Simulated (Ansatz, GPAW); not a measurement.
# GaGe3 and the functional, program beside program

Space group Pm-3m (No. 221). a = 4.278 Å, b = 4.278 Å, c = 4.278 Å, α = 90.00°, β = 90.00°, γ = 90.00°
```tsv
atom	site	symmetry	x	y	z
Ge	3c	4/mm.m	0.5000	0.5000	0.0000
Ga	1a	m-3m	0.0000	0.0000	0.0000
```

The cell comes from a database or a generator and needn't be the stable form of this composition.

Kept alike: task band structure; k mesh 6 × 6 × 6; occupations fermi-dirac, width 0.05 eV; no spin polarisation. The mesh is that of the run's cell of 4 atoms. No spin-orbit coupling.

- A: Ansatz, Ansatz PAW, made for PBE, cutoff 420 to 500 eV
- B: GPAW; the program's PAW data sets (release 1.2.1) made for this functional (LDA); GPAW PAW data sets (gpaw-data 1.2.1) (PBE, r2SCAN); PAW data sets generated for this functional (PBEsol), cutoff 600 eV

| functional | A: pressure (GPa) | B: pressure (GPa) |
| --- | --- | --- |
| LDA | -4.86 | -5.10 |
| PBE | -0.05 | -0.36 |
| PBEsol | -3.43 | -3.70 |
| r2SCAN | -2.27 | -2.85 |

Pressure is positive in compression; plane-wave values hold the error of the finite cutoff, which Ansatz corrects. Values on potentials made for another functional: A at LDA, PBEsol, r2SCAN; B at r2SCAN. For a metal such a mesh leaves the last digits unconverged.

**Question.** How large is the effect of the functional, and do the programs agree on it?

**Answer.** From LDA to PBE the pressure moves by +4.81 in A, +4.74 in B (GPa). Row by row the programs differ by 0.24 to 0.58, and over this span the shifts, as printed, agree within about 1 %. Shifts from LDA: PBE +4.81, +4.74; PBEsol +1.43, +1.40; r2SCAN +2.59, +2.25; the programs' shifts differ by up to 0.34.
